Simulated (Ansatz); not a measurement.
A calculation with the code Ansatz. Plane-wave DFT: an element X is put into a periodic supercell of the crystal below and the atoms relax. X is one of the candidates, and is told by the neutral defect's formation energy over the elements (uncorrected), its moments where the run had spin, and its relaxed neighbours, eight at most.

```
cell
1.0
     3.9398    0.0000    0.0000
    -1.9699    3.4120    0.0000
     0.0000    0.0000    6.5536
Cl Eu H
1 2 3
Direct
  0.0000 0.0000 0.0000
  0.6667 0.3333 0.7046
  0.3333 0.6667 0.2954
  0.6667 0.3333 0.3474
  0.3333 0.6667 0.6526
  0.0000 0.0000 0.5000
```

host atoms in supercell: 18
functional: PBEsol
wave cutoff: 420 eV
k mesh: 3, 4, 4
k shift: 0, 0, 0 mesh steps
gaussian smearing: 0.05 eV
start displacement: 0 angstrom
electrons started on: no chosen atoms
candidate elements: Li, F, S, Ti, Cu, Zr
found formation energy: 2.503 eV
found moment change of cell: -5 muB
found absolute moment of cell: 37.5 muB
found largest move from host sites: 0.675 angstrom
found added atom moment: 0.99 muB

```csv
supercell vector,supercell times a (host cell vectors),supercell times b (host cell vectors),supercell times c (host cell vectors)
A,0,0,-1
B,-1,1,0
C,2,1,0
```

```tsv
change element	change kind	change place a (host cell vectors)	change place b (host cell vectors)	change place c (host cell vectors)
X	on Eu	-0.3333	1.3333	-0.2954
```

```csv
found neighbour element,found neighbour distance (angstrom)
H,1.852
H,2.082
H,2.082
H,2.082
H,2.179
H,2.179
H,2.179
```

**Question.** Which element is X?

**Answer.** Ti.

Caveats: 4f shell without a U, which puts 4f levels too near the Fermi level; the atoms kept the symmetry of the start, so a distorted state could lie lower; open f or d shells may hold a state above the lowest; the supercell is small.
